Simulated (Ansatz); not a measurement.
Ge: stiffness from a series of strains

```xyz
2
Lattice="0.0000 2.8288 2.8288 2.8288 0.0000 2.8288 2.8288 2.8288 0.0000" Properties=species:S:1:pos:R:3 pbc="T T T"
Ge    2.8288    2.8288    2.8288
Ge    4.2432    4.2432    4.2432
```

Atom numbers follow the list: Ge1, Ge2.

Structure: COD 9011050, as refined from experiment and not relaxed.

Level of theory: Ansatz 0.2.0, DFT, PBEsol, all-electron LAPW, scalar-relativistic.

Numerical set-up: a Γ-centred 11×11×11 k mesh, Fermi–Dirac smearing of 0.05 eV, basis error target 0.5 meV/atom, no spin polarisation.

The strain is applied along the Cartesian axes of the cell as listed (the other components stay zero). Fractional coordinates are held (clamped ions).

σ is the change of stress from the unstrained cell, which is at 0.66 GPa; tension is positive, so slopes are stress–strain coefficients at that pressure. In a metal the k mesh adds noise.

Only quantities that a quadratic follows smoothly over the whole series are listed; rougher ones are left out.

```tsv
εzz	σzz (GPa)	σxx (GPa)
-0.0200	-2.41	-1.01
0.0000	0.00	0.00
0.0100	1.15	0.44
0.0200	2.27	0.84
```

Question: Fit the series and read off the stiffness at zero strain.

Answer: Least-squares fits y = p0 + p1 x + p2 x² to the rows give σzz (GPa): p1 = 117, p2 = -170; σxx (GPa): p1 = 46.2, p2 = -210. So C11 = 117 GPa and C12 = 46 GPa, which gives B = (C11 + 2 C12)/3 = 70 GPa.

Question: One run, at εzz = -0.0100, is withheld. Predict its row.

Answer: The fits give -1.19, -0.48; the run gave -1.18, -0.48.
